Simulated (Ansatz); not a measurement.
The elements of this relaxed trial crystal are hidden behind letters.

```
lattice vectors (Å)
   3.9034    0.0000    0.0000
   0.0000    3.9034    0.0000
   0.0000    0.0000    7.8897
fractional positions
X 0.5000 0.5000 0.5000
Z 0.5000 0.0000 0.8174
Z 0.0000 0.5000 0.1826
Z 0.5000 0.0000 0.1826
Z 0.0000 0.5000 0.8174
Q 0.0000 0.0000 0.0000
```

These are results of Ansatz 0.2.0, DFT PBE, scalar-relativistic, plane waves, PAW, not measurements. Plane waves to 420 eV, a 10×10×6 mesh through Γ for the 6-atom cell and 0.10 eV Gaussian smearing; no spin polarisation.

| Item | Value |
| --- | --- |
| Space group | P4/mmm (No. 123) |
| Conventional cell | a = 3.903 Å, c = 7.890 Å |
| Volume per atom | 20.04 Å³ |
| Density | 2.27 g/cm³ |
| Formation energy | −0.14 eV/atom |
| Gap on the 10×10×6 mesh of the 6-atom cell | 0 eV (a metal) |

Energies are uncorrected and count from the elements' standard states at the same level.

Q: X is an s-block element of period 4, Z is a p-block element of period 3 and Q is a p-block element of period 2. Which elements are they?

A: X = Ca, Z = Al, Q = O, so the formula is CaAl4O. Density times volume gives a mean mass of 2.27 × 20.04/1.6605 = 27.4 u per atom, and this set has 27.3 u. Around Ca lie 8 Al at 3.17 Å and 4 Ca at 3.90 Å; Al has 2 O at 2.43 Å, 5 Al at 2.76–2.88 Å and 2 Ca at 3.17 Å; around O lie 8 Al at 2.43 Å. Other sets within the hints have nearly the same mass, so mass alone doesn't settle it; this one was computed.

Symmetry constrained the relaxation, so the result can be a saddle point. Another cell of CaAl4O relaxed alike, in Pm, lies 0.66 eV/atom lower, so this cell isn't the stable form at this level.
